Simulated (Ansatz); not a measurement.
Input and command of a plane-wave DFT calculation in Ansatz:

```yaml
crystal:
  lattice:
    - [0.0, 4.1604662961, 4.1604662961]
    - [4.1604662961, 0.0, 4.1604662961]
    - [4.1604662961, 4.1604662961, 0.0]
  atoms:
    - { symbol: Cs, position: [0.0, 0.0, 0.0] }
    - { symbol: Cs, position: [0.25, 0.25, 0.25] }
    - { symbol: Ru, position: [0.625, 0.625, 0.625] }
    - { symbol: Ru, position: [0.125, 0.625, 0.625] }
    - { symbol: Ru, position: [0.625, 0.625, 0.125] }
    - { symbol: Ru, position: [0.625, 0.125, 0.625] }
basis:
  ecutwfc: 420
kpoints:
  mp_grid: { grid: [4, 4, 4] }
hamiltonian:
  xc: pbe
scf:
  occupations: { method: gaussian, width: 0.1 }
  lower_state_search: "off"
output:
  forces: true
  stress: true
  eigenvalues: true
```

```bash
ansatz run input.yaml --threads 1 --pin off --max-ram 2560MiB --backend cpu --events-out ev --progress --plain --runs-dir out
```

Processor: Arm Neoverse V1, 1 thread, on a host shared with other jobs.

How long does it run, and how much memory does it take?

About 4.5 s on 1 thread of Arm Neoverse V1 (shared host), peak memory 0.4 GiB. It solves 50 bands at 8 k points (the mesh reduced by the symmetry that the task leaves, which can be less than the crystal's) with about 2741 plane waves, in 7 SCF iterations.
